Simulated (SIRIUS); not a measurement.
Input and output of a self-consistent single point for TiO2 (C2/c, 6 atoms in the cell; from Materials Project mp-34688, changed as shown) (SIRIUS).

Computed with LDA (PW92), PseudoDojo 0.4 standard norm-conserving LDA (tails mended) pseudopotentials (plane waves; SIRIUS).

The change in words: lattice vector c scaled by 0.98. Reference geometry (C2/c):
```yaml
crystal:
  lattice:
    - [2.64542, -2.64603, 0.00000]
    - [2.64542, 2.64603, 0.00000]
    - [-2.57454, 0.00000, 4.68919]
  atoms:
    - { symbol: Ti, position: [0.13411, 0.86589, 0.25000] }
    - { symbol: Ti, position: [0.86589, 0.13411, 0.75000] }
    - { symbol: O, position: [0.33122, 0.08876, 0.66715] }
    - { symbol: O, position: [0.66878, 0.91124, 0.33285] }
    - { symbol: O, position: [0.91124, 0.66878, 0.83285] }
    - { symbol: O, position: [0.08876, 0.33122, 0.16715] }
```

Reference input (self-consistent single point, DFT, LDA (PW92), plane waves, PseudoDojo 0.4 standard norm-conserving LDA (tails mended) pseudopotentials): parameters.ngridk = 5 5 3; parameters.xc_functionals = [XC_LDA_X, XC_LDA_C_PW]; parameters.gk_cutoff = 9.165 1/bohr; parameters.pw_cutoff = 18.331 1/bohr; parameters.smearing = gaussian; parameters.smearing_width = 0.000734986 Ha; potentials = PseudoDojo 0.4 standard norm-conserving LDA (tails mended) pseudopotentials; parameters.electronic_structure_method = pseudopotential; parameters.num_bands = 29; parameters.num_mag_dims = 0; parameters.num_dft_iter = 100; parameters.energy_tol = 1e-07 Ha. This run's input differs from it in these lines:

```diff
@@ -34,3 +34,3 @@
       [0.7070258054, 0.7071877675, 0.0],
-      [-0.6880818585, 0.0, 1.2532529646]
+      [-0.6743201625, 0.0, 1.2281878679]
     ],
@@ -45,10 +45,10 @@
       "Ti": [
-        [3.7828258828, 3.6590935255, 2.2153226289],
-        [1.3502390792, -3.6590935255, 6.6459678866]
+        [3.8071518548, 3.6590935255, 2.1710161102],
+        [1.4232169951, -3.6590935255, 6.5130483305]
       ],
       "O": [
-        [-1.1462704549, -1.2123641206, 5.9118099674],
-        [6.2793354169, 1.2123641206, 2.9494805481],
-        [3.8467486133, -1.2123641206, 7.3801258058],
-        [1.2863163487, 1.2123641206, 1.4811647097]
+        [-1.0813541661, -1.2123641206, 5.7935735916],
+        [6.311723016, 1.2123641206, 2.8904908491],
+        [3.9277881564, -1.2123641206, 7.2325230694],
+        [1.3025806936, 1.2123641206, 1.4515413713]
       ]
```

Output, abridged:

```
[find] density tolerance         : 1e-06
[find] total energy tolerance    : 1e-07
[find] iter_solver_tol (initial) : 0.01
[find] iter_solver_tol (target)  : 1e-13
[find] num_dft_iter              : 100
Charges and magnetic moments
--------------------------------------------------------------------------------
total charge          : 48.000000
[find] | SCF iteration   0 out of 100|
[diagonalize] iterative solver tolerance (occupied, empty): 0.01 0.01
[diagonalize] average number of iterations: 1.08333
[find] Charges and magnetic moments
[find] total charge          : 48.000000
[find] Energy
   [... lines left out ...]

[find] Charges and magnetic moments
[find] total charge          : 48.000000
[find] Energy
[find] smearing (-TS)                 :       0.00000000
[find] Total energy                   :    -185.09891937 (Ha),    -370.19783875 (Ry)
[find] Free energy (E-TS)             :    -185.09891937 (Ha),    -370.19783875 (Ry)
[find] band gap (eV)                  :       2.13680823
[find] Efermi                         :       0.32896257
[find] iteration : 21, RMS (target) : 6.9863e-07 (1.0000e-06) , energy difference (target) : 1.5348e-12 (1.0000e-07)
[find] bands are converged : true
[find] iterative solver converged : true
[find] converged after 22 SCF iterations!
[find] Charges and magnetic moments
[find] total charge          : 48.000000
[find] Energy
[find] smearing (-TS)                 :       0.00000000
[find] Total energy                   :    -185.09891937 (Ha),    -370.19783875 (Ry)
[find] Free energy (E-TS)             :    -185.09891937 (Ha),    -370.19783875 (Ry)
[find] band gap (eV)                  :       2.13680823
[find] Efermi                         :       0.32896257
[ground_state] === stress tensor components [kbar] ===
[ground_state] === stress_total ===
[ground_state]   -38.039872    0.000000    8.365671
[ground_state]     0.000000  -38.552492    0.000000
[ground_state]     8.365671    0.000000 -116.341481
[ground_state] ==== total Forces in Ha/bohr =====
[ground_state] atom:    0, force:       0.0000000      0.0010836     -0.0000000
[ground_state] atom:    1, force:      -0.0000000     -0.0010836      0.0000000
[ground_state] atom:    2, force:      -0.0013224      0.0017689      0.0094921
[ground_state] atom:    3, force:       0.0013224     -0.0017689     -0.0094921
[ground_state] atom:    4, force:       0.0013224      0.0017689     -0.0094921
[ground_state] atom:    5, force:      -0.0013224     -0.0017689      0.0094921
```

The run converged in 22 iterations. SIRIUS prints the stress tensor with tension positive. Against the reference run the free energy goes up by 9.2 meV/atom, the pressure goes from 1.09 to 6.43 GPa and the largest force goes from 0.136 to 0.501 eV/Å.

The structure comes from a collection of computed structures, made at another level of theory; the collection holds predicted forms beside known ones. Its lattice was then scaled.

Cost on one core: around 3 core-minutes (rough).

The gap that the log prints is read on the run's mesh, which can miss the band edges or a crossing.

“Tails mended”: in these copies of the files the far tail of each local potential was reset to the Coulomb form.
